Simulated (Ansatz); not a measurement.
An Ansatz (an electronic-structure program) run. Input:

Ansatz 0.2 input:
```yaml
crystal:
  lattice:
    - [-1.5723253455, 1.5723253455, 2.6761448796]
    - [1.5723253455, -1.5723253455, 2.6761448796]
    - [1.5723253455, 1.5723253455, -2.6761448796]
  atoms:
    - { symbol: Sb, position: [0.0, 0.0, 0.0] }
kpoints:
  mp_grid: { grid: [32, 32, 32] }
hamiltonian:
  xc: pbesol
  pseudopotentials: { kind: paw }
scf:
  occupations: { method: fermi_dirac, width: 0.1 }
elastic: { mode: relaxed_ion, stencil: two_point, amplitude: 0.005, f_tol: 0.0005 }
```

Output (shortened):

```
Pseudopotential: Sb, paw, valence charge 15
Functional definition: PBEsol
Crystal: 1 atoms, lattice volume = 26.464 Å³
Basis set: ecut = 420 eV, 517 PW (Γ), exchange–correlation on 48×48×48 points (8 copies of the dense FFT grid, shifted against one another)
Bands: 12, of which v1, the nominal top of the filled ones, is band 8 counted from 1 (7 counted from 0)
Symmetry: 16 space group operations
Space group: I4/mmm (ITA 139), of the structure as read, at distance tolerance 3.0e-5 Å
k-points: 2393 of 32768
SCF 1 converged in 10 iterations: F = -6407.843204 eV  dr2 = 1.19e-14
Crystal: 1 atoms, lattice volume = 26.332 Å³
Basis set: ecut = 420 eV, 509 PW (Γ), exchange–correlation on 48×48×48 points (8 copies of the dense FFT grid, shifted against one another)
Symmetry: 8 space group operations
k-points: 4505 of 32768
SCF 2 converged in 8 iterations: F = -6407.842916 eV  dr2 = 6.03e-15
Crystal: 1 atoms, lattice volume = 26.596 Å³
SCF 3 converged in 5 iterations: F = -6407.842986 eV  dr2 = 5.84e-14
Crystal: 1 atoms, lattice volume = 26.332 Å³
SCF 4 converged in 8 iterations: F = -6407.843164 eV  dr2 = 4.35e-15
Crystal: 1 atoms, lattice volume = 26.596 Å³
SCF 5 converged in 5 iterations: F = -6407.842997 eV  dr2 = 4.37e-14
Crystal: 1 atoms, lattice volume = 26.464 Å³
Symmetry: 4 space group operations
k-points: 8466 of 32768
SCF 6 converged in 7 iterations: F = -6407.843230 eV  dr2 = 7.96e-15
Crystal: 1 atoms, lattice volume = 26.464 Å³
SCF 7 converged in 5 iterations: F = -6407.843230 eV  dr2 = 6.16e-14
Crystal: 1 atoms, lattice volume = 26.464 Å³
SCF 8 converged in 7 iterations: F = -6407.843239 eV  dr2 = 5.35e-15
Crystal: 1 atoms, lattice volume = 26.464 Å³
SCF 9 converged in 5 iterations: F = -6407.843239 eV  dr2 = 3.25e-14
SCF converged after 10 iterations
Free energy (F): -6407.843204 eV
Harris-Foulkes:  -6407.843204 eV  (|F-HF|=0.00e0)
Internal energy: -6407.820982 eV  (E = F + TS)
E sigma→0 (E₀):  -6407.832093 eV
Entropy (-TS):   -0.022222 eV (-22.222 meV/atom)
Fermi energy:    11.805830 eV
--- Per-component energies (eV) ---
  E_band       = -141.811275
  E_kinetic    = 207.422551
  E_local      = -1425.447377  (includes V_loc(G=0)·N_el)
  E_nonlocal   = 363.479559
  E_hartree    = 651.139141
  E_xc         = -137.822407
  E_vxc        = -97.020911  (∫ρ·V_xc dr)
  E_paw        = -4498.808106  (= ΣΔE_a)
  E_vpaw       = -492.523377  (= ΣTr[D̂ρ^β])
  E_aug_tail   = -0.000002  (compensation charges beyond the density's cutoff)
  E_ewald      = -1568.116197
  E_core_change = 0.331857  (= ΣΔE_core)
  E_smearing   = -0.022222  (= −TS)
  E_closure    = 0.000000  (closes the sum)
  Σ components = -6407.843204   (vs F -6407.843204, Δ=0.00e0)
--- Forces (eV/Å), atoms counted from 1 ---
  atom   1  Sb     0.00000000     0.00000000     0.00000000
  max |Σ_I F_I| component: 0.0 eV/Å
--- Stress (GPa, compression-positive) ---
        0.036036       0.000000       0.000000
        0.000000       0.036036       0.000000
        0.000000       0.000000      -0.103422
  P = ⅓ Tr σ = -0.0105 GPa (-0.105 kbar)
--- Band table (eV; the first three rows and the last of 2393) ---
  k-point 0: bands = ["-17.4793", "-17.4317", "-17.3987", "-17.3987", "-17.3413", "-1.2935", "16.6763", "17.3483", "17.3483", "21.8463", "22.3427", "23.1586"]
  k-point 1: bands = ["-17.4773", "-17.4310", "-17.3992", "-17.3984", "-17.3420", "-1.2637", "16.6131", "17.1640", "17.2193", "21.8567", "22.0739", "22.7698"]
  k-point 2: bands = ["-17.4717", "-17.4289", "-17.4008", "-17.3975", "-17.3440", "-1.1742", "16.4296", "16.6968", "16.8671", "21.1559", "22.4473", "22.6705"]
  k-point 2392: bands = ["-17.5004", "-17.4451", "-17.3417", "-17.3417", "-17.3267", "2.5898", "6.0527", "13.8553", "13.8553", "17.7791", "17.9015", "33.0804"]
--- Elastic constants: 4 strain directions × 2 members + reference (group order 16) ---
  dense FFT box of the reference and of every strained cell: 24×24×24
  strains applied: 11, 33, 23, 12; error gains …
  C = ∂σ_k/∂η_j (tension-positive GPa; Voigt order 11 22 33 23 13 12):
       122.792     36.329     53.891      0.000      0.000      0.000
        36.329    122.792     53.891      0.000      0.000      0.000
        53.697     53.697     60.036      0.000      0.000      0.000
         0.000      0.000      0.000    -12.439      0.000      0.000
         0.000      0.000      0.000      0.000    -12.439      0.000
         0.000      0.000      0.000      0.000      0.000    -16.818
  reference stress σ⁰ (GPa):     -0.036     -0.036      0.103      0.000      0.000      0.000
  moduli (Voigt/Reuss/Hill, GPa): K = 65.94/58.82/62.38   G = 2.44/-54.32/-25.94   E = -90.34   ν = 0.741
  mechanically stable: NO (min eigenvalue of sym C = -16.82 GPa)
  the cell is mechanically unstable, and its weakest contacts join parallel layers …
  the layer in its plane, per area (N/m: the tensor there times 2.6761 Å, the cell's volume per area …
    C11 = 32.86   C22 = 32.86   C12 = 9.72   C66 = -4.50   C16 =  0.00   C26 =  0.00
  moduli of the layer (Voigt/Reuss/Hill, N/m): K = 21.29/21.29/21.29   G = 3.53/-14.73/-5.60   E = -30.39   ν = 1.714
  mechanically stable in its plane: NO (min eigenvalue of those constants = -4.50 N/m; a buckling out of the plane is not judged)
  strain η (Voigt 11):  stress-route row diagonal C_11 = 122.79 GPa, energy-path curvature d²(F+E_count+ΔE)/dδ²/Ω₀ = 122.69 GPa
         δ    σ_11 (GPa)             F (eV)   n_scf  n_hpsi   n_pw
    -5.000e-3      -0.6691       -6407.8429156       8  1143590    533   relax 0 steps, max|allowed force component| 0.00e0 eV/Å
     5.000e-3       0.5588       -6407.8429864       5  886378    538   relax 0 steps, max|allowed force component| 0.00e0 eV/Å
  strain η (Voigt 33):  stress-route row diagonal C_33 = 60.04 GPa, energy-path curvature d²(F+E_count+ΔE)/dδ²/Ω₀ = 59.99 GPa
         δ    σ_33 (GPa)             F (eV)   n_scf  n_hpsi   n_pw
    -5.000e-3      -0.2034       -6407.8431640       8  594853    532   relax 0 steps, max|allowed force component| 0.00e0 eV/Å
     5.000e-3       0.3970       -6407.8429975       5  460976    535   relax 0 steps, max|allowed force component| 0.00e0 eV/Å
  strain η (Voigt 23):  stress-route row diagonal C_44 = -12.44 GPa, energy-path curvature d²(F+E_count+ΔE)/dδ²/Ω₀ = -12.47 GPa
         δ    σ_23 (GPa)             F (eV)   n_scf  n_hpsi   n_pw
    -5.000e-3       0.0622       -6407.8432300       7  1951344    533   relax 0 steps, max|allowed force component| 0.00e0 eV/Å
     5.000e-3      -0.0622       -6407.8432300       5  1637295    533   relax 0 steps, max|allowed force component| 0.00e0 eV/Å
  strain η (Voigt 12):  stress-route row diagonal C_66 = -16.82 GPa, energy-path curvature d²(F+E_count+ΔE)/dδ²/Ω₀ = -16.79 GPa
         δ    σ_12 (GPa)             F (eV)   n_scf  n_hpsi   n_pw
    -5.000e-3       0.0841       -6407.8432389       7  1062758    533   relax 0 steps, max|allowed force component| 0.00e0 eV/Å
     5.000e-3      -0.0841       -6407.8432389       5  914203    533   relax 0 steps, max|allowed force component| 0.00e0 eV/Å
```

Cost: about 18 core-minutes (a rough figure) on shared cores.

The workflow started from an entry of the Crystallography Open Database (COD), which files this formula under 5 space groups. It is not the phase usual at ambient conditions (space group No. 166). Symmetry was held in the PBEsol relaxation. The volume moved by 18 % from the start of the relaxation. As this level gives no gap, shear constants depend on the k-mesh and smearing (Fermi–Dirac, 0.1 eV here). Scalar-relativistic: spin–orbit coupling is off unless named, which matters more the heavier the elements.

Potentials: the later of the program's two PAW sets.

Ansatz is a plane-wave DFT program.
